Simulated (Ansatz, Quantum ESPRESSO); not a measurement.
**VWC2: programs and potentials compared**

```
W V C
1.0
     1.51704    0.87586    4.93389
    -1.51704    0.87586    4.93389
     0.00000   -1.75173    4.93389
W V C
1 1 2
Direct
  0.00000 0.00000 0.00000
  0.50000 0.50000 0.50000
  0.24649 0.24649 0.24649
  0.75351 0.75351 0.75351
```

The cell comes from a database or a generator and needn't be the stable form of this composition.

Alike in all runs: task band structure; functional LDA; k mesh 10 × 10 × 10; occupations fermi-dirac, width 0.05 eV; collinear spin, ferromagnetic start; no spin-orbit coupling. LDA stands for any of its common fits. Pressure is positive in compression and, in plane waves, holds the error of the finite cutoff, which Ansatz's Pulay term estimates and takes out.

```csv
program and potentials,plane-wave cutoff (eV),notes,pressure (GPa),net moment per atom (μB),largest force (eV/Å)
"Ansatz, Ansatz PAW",420,"potentials made for PBE, which Ansatz adapts in part; Pulay term of +0.39 GPa included",-16.84,0.00,0.141
"Quantum ESPRESSO, GBRV 1.5 LDA",762,-,-16.20,0.00,0.104
"Ansatz, all-electron LAPW, scalar-relativistic",-,-,?,?,?
```

**Question.** Estimate from the other rows what the run with Ansatz, all-electron LAPW, scalar-relativistic gave.

**Answer.** Pressure -16.84 GPa; net moment per atom 0.00 μB; largest force 0.147 eV/Å. The other rows, which needn't bracket it: pressure -16.84 to -16.20; net moment per atom 0.00; largest force 0.104 to 0.141.
